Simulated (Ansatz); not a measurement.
NiSb (P63/mmc): total moment held at 0.4 μB

Theory: DFT, PBE, all-electron LAPW, scalar-relativistic (Ansatz).

Command: `ansatz run input.yaml --threads 2 --pin off --max-ram 6144MiB --backend cpu --events-out ev --progress --plain --runs-dir out`

```yaml
crystal:
  lattice:
    - [3.928, 0.0, 0.0]
    - [-1.964, 3.4017477861, 0.0]
    - [0.0, 0.0, 5.12]
  atoms:
    - { symbol: Ni, position: [0.0, 0.0, 0.0], spin: 0.2 }
    - { symbol: Ni, position: [0.0, 0.0, 0.5], spin: 0.2 }
    - { symbol: Sb, position: [0.3333333333, 0.6666666667, 0.25] }
    - { symbol: Sb, position: [0.6666666667, 0.3333333333, 0.75] }
magnetization:
  spin_polarized: true
  initial_magnetization: 0.4
  spin_locking: { lock_magnetization: hard }
kpoints:
  mp_grid: { grid: [10, 10, 7] }
scf:
  occupations: { method: fermi_dirac, width: 0.05 }
  lower_state_search: "off"
hamiltonian:
  xc: pbe
  pseudopotentials: { kind: all_electron, lapw: { basis_error: 0.001 } }
output:
  forces: true
  stress: true
  eigenvalues: false
```

The program prints:

```
settings of this run that can trade accuracy for cost: output.eigenvalues: false. Do not mix this run's numbers with those of runs without the same settings; the input reference describes each key
LAPW: plane waves up to 8.739 Å⁻¹, error target 1.0e-3 eV per atom; small_component_spin mean_spin; Ni in spheres of 1.279 Å, 18 of its electrons in bands, Dirac shells []; Sb in spheres of 1.325 Å, 23 of its electrons in bands, Dirac shells [] (how accurate: hamiltonian.pseudopotentials.lapw.basis_error, Limitations)
Engine: ansatz 0.2.0
Pseudopotentials: kind: all_electron
Pseudopotential: Ni, LAPW, valence charge 18, lapw/all_electron/scalar/gaussian/Ni, Koelling and Harmon's equation, gaussian nucleus
Pseudopotential: Sb, LAPW, valence charge 23, lapw/all_electron/scalar/gaussian/Sb, Koelling and Harmon's equation, gaussian nucleus
Functional definition: PBE
  parameter kappa = 0.804
  parameter beta = 0.06672455060314922
  exchange = pbe_x(kappa = kappa, mu = beta*pi^2/3)
  correlation = pbe_c(beta = beta)
Crystal: 4 atoms, lattice volume = 68.414 Å³
Basis set: ecut = 290.9542024260612 eV, 747 PW (Γ), exchange–correlation at level 2
Bands: 50, of which v1, the nominal top of the filled ones, is band 41 counted from 1 (40 counted from 0)
Symmetry: 24 space group operations
Space group: P63/mmc (ITA 194), of the structure as read, at distance tolerance 4.1e-5 Å
Magnetic group: BNS 194.263 (UNI 1493), of the structure as read, at distance tolerance 4.1e-5 Å
k-points: 56 of 700
Non-local potential: Ni, projectors of the file, none
Non-local potential: Sb, projectors of the file, none
Initial density: superposition of atomic densities (chi_scale 0.1, normalization cell)
Starting moments: Σ|m| = 0.4 μB on 2 of 4 sites
Initial wavefunctions: plane waves of lowest kinetic energy (no species holds an atomic orbital)
Functional: x = pbe(κ = 0.804, μ = 0.2195149727645171), c = pbe(β = 0.06672455060314922)
iter 1 solved again at ethr=7.94e-3 eV; its pass at ethr=1.00e-1 eV (dr2=6.51e0 eV) is discarded
SCF iter   1: F=—  HF=-435506.248772 eV  |F-HF|=—  |Δ(HF+E_count)|=         —  Δρ=3.61e-2 (↑2.96e-2 ↓3.61e-2)  dr2=6.50e0  dr2_m=6.94e-3  M=0.400 μB ∫|m|=0.400 μB  β_m=0.30  ethr=7.94e-3  ⟨swp⟩=2.0  Hψ=36996  notcnv=0
preconditioner: auto → Kerker (q_TF=auto, 2.812 Å⁻¹)  [metal: Δε(μ)=0.046 eV  Ē_g=19.230 eV  σ=0.050 eV  W_gap=0.22  n_scr=22 (ndim 8)  ℏωp=31.7 eV  f_vac=0.000  D(μ)=1.30/eV (n_scr^D=8)]
spin=Collinear: Kerker preconditioning applied to the charge; magnetization (m = ρ↑ − ρ↓) channel mixes plain (no charge-response kernel on spin).
iter 2 solved again at ethr=4.05e-4 eV; its pass at ethr=7.93e-3 eV (dr2=3.32e-1 eV) is discarded
SCF iter   2: F=—  HF=-435505.218837 eV  |F-HF|=—  |Δ(HF+E_count)|=    1.03e0  Δρ=1.41e-2 (↑1.38e-2 ↓1.41e-2)  dr2=3.32e-1  dr2_m=5.53e-5  M=0.400 μB ∫|m|=0.400 μB  β_m=0.23  ethr=4.05e-4  ⟨swp⟩=2.0  Hψ=28736  notcnv=0
SCF iter   3: F=—  HF=-435503.631130 eV  |F-HF|=—  |Δ(HF+E_count)|=    1.59e0  Δρ=1.75e-2 (↑1.48e-2 ↓1.75e-2)  dr2=1.68e0  dr2_m=1.30e-3  M=0.400 μB ∫|m|=0.400 μB  β_m=0.33  ethr=4.05e-4  ⟨swp⟩=3.0  Hψ=17880  notcnv=0
SCF iter   4: F=—  HF=-435503.209018 eV  |F-HF|=—  |Δ(HF+E_count)|=   4.22e-1  Δρ=5.09e-3 (↑4.77e-3 ↓5.09e-3)  dr2=4.73e-2  dr2_m=1.27e-4  M=0.400 μB ∫|m|=0.400 μB  β_m=0.68  ethr=4.05e-4  ⟨swp⟩=3.0  Hψ=17169  notcnv=0
SCF iter   5: F=—  HF=-435503.148204 eV  |F-HF|=—  |Δ(HF+E_count)|=         —  Δρ=3.69e-3 (↑3.57e-3 ↓3.69e-3)  dr2=8.46e-2  dr2_m=2.16e-5  M=0.400 μB ∫|m|=0.400 μB  β_m=0.66  ethr=5.77e-5  ⟨swp⟩=2.1  Hψ=16221  notcnv=0
the basis was enlarged: its passes take 1.2 MiB over the memory plan, 2 of 2 planned eigensolver slots
SCF iter   6: F=—  HF=-435503.149625 eV  |F-HF|=—  |Δ(HF+E_count)|=   1.42e-3  Δρ=5.59e-3 (↑4.99e-3 ↓5.59e-3)  dr2=1.75e-1  dr2_m=1.00e-4  M=0.400 μB ∫|m|=0.400 μB  β_m=0.73  ethr=5.77e-5  ⟨swp⟩=2.0  Hψ=15777  notcnv=0
SCF iter   7: F=—  HF=-435503.107300 eV  |F-HF|=—  |Δ(HF+E_count)|=   4.23e-2  Δρ=2.80e-3 (↑2.64e-3 ↓2.80e-3)  dr2=4.58e-2  dr2_m=1.51e-5  M=0.400 μB ∫|m|=0.400 μB  β_m=0.72  ethr=5.77e-5  ⟨swp⟩=2.0  Hψ=16188  notcnv=0
SCF iter   8: F=—  HF=-435503.092952 eV  |F-HF|=—  |Δ(HF+E_count)|=   1.43e-2  Δρ=7.80e-4 (↑7.80e-4 ↓7.01e-4)  dr2=3.22e-3  dr2_m=1.92e-6  M=0.400 μB ∫|m|=0.401 μB  β_m=0.84  ethr=5.59e-5  ⟨swp⟩=2.0  Hψ=15718  notcnv=0
SCF iter   9: F=—  HF=-435503.092014 eV  |F-HF|=—  |Δ(HF+E_count)|=   9.38e-4  Δρ=1.63e-4 (↑1.63e-4 ↓1.34e-4)  dr2=1.20e-4  dr2_m=1.66e-7  M=0.400 μB ∫|m|=0.401 μB  β_m=0.86  ethr=3.93e-6  ⟨swp⟩=2.0  Hψ=15604  notcnv=0
SCF iter  10: F=—  HF=-435503.091968 eV  |F-HF|=—  |Δ(HF+E_count)|=   4.52e-5  Δρ=2.33e-5 (↑1.77e-5 ↓2.33e-5)  dr2=2.15e-6  dr2_m=8.45e-9  M=0.400 μB ∫|m|=0.401 μB  β_m=0.83  ethr=1.46e-7  ⟨swp⟩=2.0  Hψ=15600  notcnv=0
SCF iter  11: F=—  HF=-435503.091967 eV  |F-HF|=—  |Δ(HF+E_count)|=   1.43e-6  Δρ=7.52e-6 (↑7.36e-6 ↓7.52e-6)  dr2=1.98e-7  dr2_m=3.94e-10  M=0.400 μB ∫|m|=0.401 μB  β_m=0.92  ethr=2.62e-9  ⟨swp⟩=2.0  Hψ=15602  notcnv=0
SCF iter  12: F=—  HF=-435503.091967 eV  |F-HF|=—  |Δ(HF+E_count)|=   2.70e-8  Δρ=4.04e-6 (↑3.52e-6 ↓4.04e-6)  dr2=6.23e-8  dr2_m=1.39e-10  M=0.400 μB ∫|m|=0.401 μB  β_m=0.92  ethr=2.42e-10  ⟨swp⟩=2.0  Hψ=15600  notcnv=0
SCF iter  13: F=-435503.091967 eV  HF=-435503.091967 eV  |F-HF|=2.85e-8  |Δ(HF+E_count)|=   3.70e-8  Δρ=1.43e-6 (↑1.32e-6 ↓1.43e-6)  dr2=1.03e-8  dr2_m=6.01e-12  M=0.400 μB ∫|m|=0.401 μB  ethr=7.60e-11  ⟨swp⟩=2.0  Hψ=15600  notcnv=0
SCF 1 converged in 13 iterations: F = -435503.091967 eV  dr2 = 1.03e-8
SCF converged after 13 iterations
Stability checked in part: among states of this total moment the steps that led to this state did not find it unstable. No probe was made; neither looks for a lower state of another moment (fixed_total_moment; see scf.lower_state_search)
Magnetization: 0.4000 μB (41.2000 up, 40.8000 down)
Absolute magnetization: 0.4008 μB (∫|ρ↑−ρ↓|)
Spin contamination: 0.0007 ħ² per cell (⟨S²⟩ above its minimum at these occupations)
Per-site moments (μB) at R_I (Å): [(0.1444567518781934, 1.278680000889455), (0.1444567518781934, 1.278680000889455), (0.03523376912021092, 1.32544386929847), (0.03523376912021092, 1.32544386929847)]
Free energy (F): -435503.091967 eV
Harris-Foulkes:  -435503.091967 eV  (|F-HF|=2.85e-8)
Internal energy: -435503.073356 eV  (E = F + TS)
E sigma→0 (E₀):  -435503.082662 eV
Entropy (-TS):   -0.018610 eV (-4.653 meV/atom)
Fermi energy:    17.708484 (↑ 17.838773, ↓ 17.578194) eV
--- Per-component energies (eV) ---
  E_band       = -2168.992299
  E_kinetic    = 455837.681536
  E_xc         = -12754.296762
  E_electrostatic = -878586.458130  (all electrons and nuclei)
  E_smearing   = -0.018610  (= −TS)
  E_closure    = 0.000000  (closes the sum)
  E_atoms      = -435479.640770  (free atoms, spherical and without spin; not in F)
  Σ components = -435503.091967   (vs F -435503.091967, Δ=0.00e0)
  Basis errors (estimates in eV, not in F): energy 3.3e-4 per atom: plane waves 3.1e-4 (1.7e-4 summed), levels above the bands 8.3e-53, relativity 3.1e-8, radial functions 2.5e-5, core shells 8.0e-8; eigenvalues (radial functions only) 1.3e-6; not estimated: angular momenta, meshes, grids; target (lapw.basis_error) 1.0e-3; muffin-tin radii Ni 1.279 Å, Sb 1.325 Å
--- Forces (eV/Å), atoms counted from 1 ---
  atom   1  Ni     0.00000000     0.00000000     0.00000000
  atom   2  Ni    -0.00000000     0.00000000     0.00000000
  atom   3  Sb    -0.00000000    -0.00000000    -0.00000000
  atom   4  Sb    -0.00000000     0.00000000     0.00000000
  max |Σ_I F_I| component: 9.25e-18 eV/Å
--- Stress (GPa, compression-positive) ---
        4.419482       0.000000       0.000000
       -0.000000       4.419482       0.000000
        0.000000       0.000000       3.244439
  P = ⅓ Tr σ = 4.0278 GPa (40.278 kbar)
settings of this run that can trade accuracy for cost: output.eigenvalues: false. Do not mix this run's numbers with those of runs without the same settings; the input reference describes each key
```

Site moments (μB): Ni1 0.14, Ni2 0.14, Sb3 0.04, Sb4 0.04. Cell moment 0.40 μB.

The magnetic group in the log treats spin as a scalar label, without spin–orbit coupling.

The Ansatz runs typed with the search for lower states off end where their start leads. Spin–orbit coupling is left out although heavy atoms are present. None of this fixes the real material's magnetic order: only patterns that fit the cell were computed, without spin fluctuations and on one mesh and smearing, with a functional that can overstate moments.

It took 86 s on 2 threads of Arm Neoverse V1, with other jobs on the host, peak memory 1 GiB.
